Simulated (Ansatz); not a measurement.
LaAsO₃:
```cif
data_As2La2O6
_chemical_formula_sum 'La2 As2 O6'
_space_group_name_H-M_alt 'P 1'
_space_group_IT_number 1
_cell_length_a 4.39095
_cell_length_b 5.28733
_cell_length_c 6.17848
_cell_angle_alpha 90.000
_cell_angle_beta 105.512
_cell_angle_gamma 90.000
loop_
_space_group_symop_operation_xyz
  'x, y, z'
loop_
_atom_site_label
_atom_site_type_symbol
_atom_site_fract_x
_atom_site_fract_y
_atom_site_fract_z
_atom_site_occupancy
La1 La 0.33484 0.75000 0.70144 1
La2 La 0.66516 0.25000 0.29856 1
As1 As 0.07765 0.75000 0.14273 1
As2 As 0.92235 0.25000 0.85727 1
O1 O 0.66497 0.75000 0.11762 1
O2 O 0.33503 0.25000 0.88238 1
O3 O 0.19310 0.50087 0.34202 1
O4 O 0.80690 0.49913 0.65798 1
O5 O 0.80690 0.00087 0.65798 1
O6 O 0.19310 0.99913 0.34202 1
```

Relaxed with PBEsol.

**Question.** Which orbitals make up the states near the band edges in DFT-PBEsol in the program Ansatz with PAW potentials?

**Answer.** Top 1 eV of the valence band: O 2p 60 %, As 4p 17 %, As 4s 12 %, La 5d 6 %. Bottom 1 eV of the conduction band: As 4p 31 %, La 4f 28 %, O 2p 16 %, La 5d 13 %, O 2s 6 %. Projections are on Löwdin-orthogonalised atomic valence shells; empty p or d shells of many metals are not among them.

**Question.** Tabulate the density of states.

**Answer.** States/eV per cell of 10 atoms, in 0.25 eV bins, energy from the valence-band maximum.

```
E (eV)  total   O 2p  La 4f  La 5d
------  -----  -----  -----  -----
-7.88    0.00   0.00   0.00   0.00
-7.63    0.00   0.00   0.00   0.00
-7.38    0.00   0.00   0.00   0.00
-7.13    0.00   0.00   0.00   0.00
-6.88    0.00   0.00   0.00   0.00
-6.63    0.00   0.00   0.00   0.00
-6.38    0.00   0.00   0.00   0.00
-6.13    0.02   0.01   0.00   0.00
-5.88    1.91   1.09   0.01   0.22
-5.63    6.37   3.73   0.03   0.63
-5.38    6.84   4.04   0.04   0.55
-5.13    6.71   3.98   0.05   0.42
-4.88    2.95   1.88   0.02   0.18
-4.63    4.62   3.17   0.03   0.33
-4.38    5.65   3.98   0.05   0.34
-4.13    4.25   3.04   0.04   0.20
-3.88    5.03   3.60   0.05   0.31
-3.63    4.65   3.44   0.05   0.40
-3.38    6.14   4.83   0.06   0.56
-3.13    8.56   6.87   0.09   0.72
-2.88    8.60   7.18   0.10   0.69
-2.63    7.61   6.46   0.09   0.61
-2.38    9.42   8.09   0.15   0.63
-2.13    9.45   8.21   0.17   0.52
-1.88   11.87  10.45   0.24   0.48
-1.63   13.35  12.06   0.32   0.39
-1.38    4.46   3.97   0.10   0.11
-1.13    2.64   1.78   0.06   0.16
-0.88    4.17   2.66   0.07   0.24
-0.63    4.17   2.48   0.07   0.25
-0.38    3.19   1.79   0.06   0.19
-0.13    1.38   0.80   0.02   0.06
0.12     0.00   0.00   0.00   0.00
0.37     0.00   0.00   0.00   0.00
0.62     0.00   0.00   0.00   0.00
0.87     0.00   0.00   0.00   0.00
1.12     0.00   0.00   0.00   0.00
1.37     0.00   0.00   0.00   0.00
1.62     0.00   0.00   0.00   0.00
1.87     0.00   0.00   0.00   0.00
2.12     0.00   0.00   0.00   0.00
2.37     0.00   0.00   0.00   0.00
2.62     0.28   0.06   0.03   0.05
2.87     1.85   0.37   0.28   0.26
3.12     2.57   0.47   0.60   0.31
3.37     2.51   0.35   0.85   0.35
3.62     8.45   0.27   6.39   0.81
3.87    56.04   0.64  52.76   1.44
4.12    41.82   0.92  38.78   0.84
4.37     8.49   0.60   5.85   0.90
4.62     4.83   0.53   1.30   1.66
4.87     5.47   0.56   0.68   2.80
5.12     7.10   0.71   0.51   4.19
5.37     4.79   0.51   0.22   2.83
```

Space group P2_1/m. The workflow started from a Materials Project entry (that database holds measured and hypothetical structures alike); the Crystallography Open Database copy checked does not list it. Whether it is the stable phase at ambient conditions was not checked. The PBEsol relaxation kept the symmetry of its start; whether a distortion lowers the energy is not shown. Scalar-relativistic: spin–orbit coupling is off unless named, which matters more the heavier the elements.

Potentials: the later of the program's two PAW sets.
